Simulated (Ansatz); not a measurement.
# Rocksalt alloy of LiCl and LiBr (6 of 32 Cl sites exchanged), 64 atoms

Ansatz, PAW, plane waves. PBEsol relaxation of volume and atoms (shape held) at the single k point (¼, ¼, ¼) without its symmetry partners; single points on the relaxed atoms at the Γ point alone, onto which points of the small cell's zone fold. Arrangement: quasirandom. No spin–orbit coupling unless named.

Relaxed structure:

```
Br Cl Li
1.0
    10.26670    0.00000    0.00000
     0.00000   10.26670    0.00000
     0.00000    0.00000   10.26670
Br Cl Li
6 26 32
Direct
  0.25193 0.00000 0.00019
  0.25093 0.00087 0.50042
  0.99878 0.25203 0.00118
  0.99767 0.99898 0.74951
  0.50110 0.49895 0.25038
  0.24897 0.74887 0.25044
  0.25016 0.50000 0.99727
  0.24871 0.49893 0.50268
  0.74749 0.99872 0.00170
  0.74860 0.00000 0.49957
  0.74965 0.50110 0.99880
  0.75092 0.50003 0.50185
  0.99816 0.25290 0.49955
  0.99682 0.74756 0.00032
  0.99668 0.74742 0.50038
  0.50148 0.25030 0.99903
  0.50172 0.25032 0.50175
  0.50289 0.74964 0.99755
  0.50274 0.74984 0.50317
  0.99536 0.99996 0.25189
  0.99817 0.50009 0.25155
  0.99937 0.50102 0.74874
  0.50397 0.00092 0.25054
  0.50253 0.00001 0.75020
  0.50056 0.50003 0.75001
  0.24986 0.25135 0.25196
  0.25291 0.25390 0.74887
  0.25122 0.74577 0.75015
  0.74990 0.24906 0.25187
  0.74738 0.25150 0.74902
  0.75075 0.75085 0.25060
  0.74870 0.74848 0.75028
  0.99030 0.99202 0.00801
  0.99090 0.99843 0.49376
  0.99757 0.50706 0.99923
  0.99785 0.50162 0.49985
  0.50806 0.99829 0.00049
  0.50814 0.99969 0.50037
  0.50212 0.50173 0.99310
  0.50233 0.50062 0.50719
  0.25771 0.25870 0.99794
  0.25228 0.25835 0.50197
  0.25274 0.74136 0.99285
  0.24960 0.74105 0.50770
  0.74284 0.25197 0.99983
  0.74859 0.25214 0.50077
  0.74867 0.74796 0.99883
  0.74925 0.74801 0.50216
  0.24892 0.00827 0.25024
  0.25783 0.00227 0.75028
  0.24232 0.49279 0.24966
  0.24990 0.49861 0.74966
  0.74953 0.00155 0.25127
  0.74301 0.00051 0.75075
  0.75658 0.49824 0.25049
  0.74965 0.49996 0.75036
  0.99802 0.25029 0.25767
  0.99915 0.25716 0.74279
  0.99256 0.74971 0.25209
  0.99773 0.74295 0.74853
  0.50210 0.24303 0.25270
  0.50088 0.25043 0.74898
  0.50753 0.75689 0.25127
  0.50173 0.74986 0.75004
```

Question: What are the mean bond lengths by pair (pairs within 1.2 times the sum of covalent radii, less contacts 15 % beyond the pair's median; cation–cation pairs of compounds aside; long ionic contacts are cut short by that bound)?

Answer: Br–Li 2.637 ± 0.030 Å (standard deviation, 36 bonds); Cl–Li 2.551 ± 0.039 Å (standard deviation, 156 bonds).

Question: What gap lies between the top filled and the lowest empty level in the single points?

Answer: HSE06 7.25 eV (110 s on 7 threads of Neoverse-V2).
